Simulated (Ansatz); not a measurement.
# Computed properties of Ru

Ru:
```cif
data_Ru
_chemical_formula_sum 'Ru1'
_space_group_name_H-M_alt 'P 1'
_space_group_IT_number 1
_cell_length_a 2.62525
_cell_length_b 2.62525
_cell_length_c 2.62525
_cell_angle_alpha 109.471
_cell_angle_beta 109.471
_cell_angle_gamma 109.471
loop_
_space_group_symop_operation_xyz
  'x, y, z'
loop_
_atom_site_label
_atom_site_type_symbol
_atom_site_fract_x
_atom_site_fract_y
_atom_site_fract_z
_atom_site_occupancy
Ru1 Ru 0.00000 0.00000 0.00000 1
```

Space group Im-3m (No. 229), bcc (W type); conventional cell a = 3.0314 Å, b = 3.0314 Å, c = 3.0314 Å, α = 90.00°, β = 90.00°, γ = 90.00°.

Method: the program Ansatz at the r²SCAN level (PAW). Structure relaxed to zero pressure with the same functional. Other levels are named where they apply.

### Cell and energy

* **Volume per atom**: 13.93 Å³
* **Density**: 12.05 g/cm³

### Electronic structure

Electronic character: metallic (no gap)
Density of states at the Fermi level: 1.9 states/eV per atom (mean over ±0.08 eV)
Gap with spin–orbit coupling: none (metallic)

### Mechanics

Bulk modulus (Birch–Murnaghan fit): 304 GPa
Pressure derivative B′: 4.8
Elastic constants (relaxed ions, GPa): C11 = 50.8, C12 = 431, C44 = 182
Mechanical stability: unstable (C has a negative eigenvalue)

The start of the workflow was typed in or built on a structure type; neither database checked (COD, Materials Project) lists it. It is not the phase usual at ambient conditions (space group No. 194). Symmetry was held in the r²SCAN relaxation. The run is not spin-polarised. As this level gives no gap, shear constants depend on the k-mesh and smearing (Fermi–Dirac, 0.1 eV here). On the denser mesh and wider smearing of the elastic run this cell carries a stress of 0.4 GPa. Spin–orbit coupling is left out wherever it is not named.

Potentials: the later of the program's two PAW sets.
